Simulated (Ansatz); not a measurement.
BaMg2P2:
Space group P-3m1 (No. 164); a = b = 4.368 Å, c = 7.606 Å, α = β = 90.00°, γ = 120.00°

```tsv
atom	site	symmetry	x	y	z
Ba	1a	-3m.	0.0000	0.0000	0.0000
Mg	2d	3m.	0.6667	0.3333	0.3775
P	2d	3m.	0.3333	0.6667	0.2775
```

Relaxed with r²SCAN. 

Task: HSE06 on this cell (Ansatz, an electronic-structure program, PAW) gives a gap of 1.79 eV. What does r²SCAN give?

Result: 1.48 eV.

Cost on shared cores: the r²SCAN run (SCF on a 7×7×4 mesh, then bands and DOS) roughly 120 core-seconds, the HSE06 run (SCF on 4×4×2, then a few points) around 70 core-seconds (rough); the tasks are unlike.

The workflow started from a Materials Project entry (that database holds measured and hypothetical structures alike); the Crystallography Open Database copy checked does not list it. Its standing as an ambient phase is unchecked. The cell was relaxed with r²SCAN under the symmetry of its start; its stability against distortions is not shown here. Scalar-relativistic: spin–orbit coupling is off unless named, which matters more the heavier the elements.

Potentials: the later of the program's two PAW sets.

Ansatz is a plane-wave DFT program.
